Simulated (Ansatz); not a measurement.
ZnS:
```yaml
crystal:
  lattice:
    - [0.00000, 2.71237, 2.71237]
    - [2.71237, 0.00000, 2.71237]
    - [2.71237, 2.71237, 0.00000]
  atoms:
    - { symbol: Zn, position: [0.00000, 0.00000, 0.00000] }
    - { symbol: S, position: [0.75000, 0.75000, 0.75000] }
```

Relaxed with HSE06.

Question: Give the Bader charges and basin volumes of the independent atoms, the program Ansatz at the HSE06 level (PAW).

Answer: 

| atom | Bader charge (e) | Bader volume (Å³) |
|---|---|---|
| Zn1 | +0.98 | 13.2 |
| S2 | -0.98 | 26.7 |

Space group F-43m (zinc blende). The cell was relaxed with HSE06 under the symmetry of its start.

Potentials: the earlier of the program's two PAW sets. The files were generated under PBE; for other functionals the program regenerates the frozen cores, and for LDA and PBEsol the local potential too.
